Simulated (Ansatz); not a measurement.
Here is the system:

AgW:
```
AgW
1.0
    4.58741     0.00000     0.00000
    0.00000     2.70152     0.00000
    0.00000     0.00000     5.15073
W Ag
2 2
Direct
  0.25000   0.00000   0.86598
  0.75000   0.00000   0.13402
  0.25000   0.50000   0.36152
  0.75000   0.50000   0.63848
```

This is the PBEsol-relaxed structure.

Question: All from the program Ansatz at the PBEsol level (PAW), unless another level is named. Estimate the density of states at the Fermi level.

Answer: 0.79 states/eV per atom (mean over ±0.08 eV).

Question: And the formation energy from the elements (no fitted shifts)?

Answer: 0.63 eV/atom.

Space group Pmma. The start of the workflow was typed in or built on a structure type; neither database checked (COD, Materials Project) lists it. Its standing as an ambient phase is unchecked. The PBEsol relaxation kept the symmetry of its start. At this level the phase is dynamically unstable (imaginary phonons). No spin polarisation was allowed. Its formation energy is positive at this level, so the cell may be metastable or incomplete. The references are the lowest solids computed at this level, not always the standard phases. Scalar-relativistic: spin–orbit coupling is off unless named, which matters more the heavier the elements.

Potentials: the later of the program's two PAW sets.
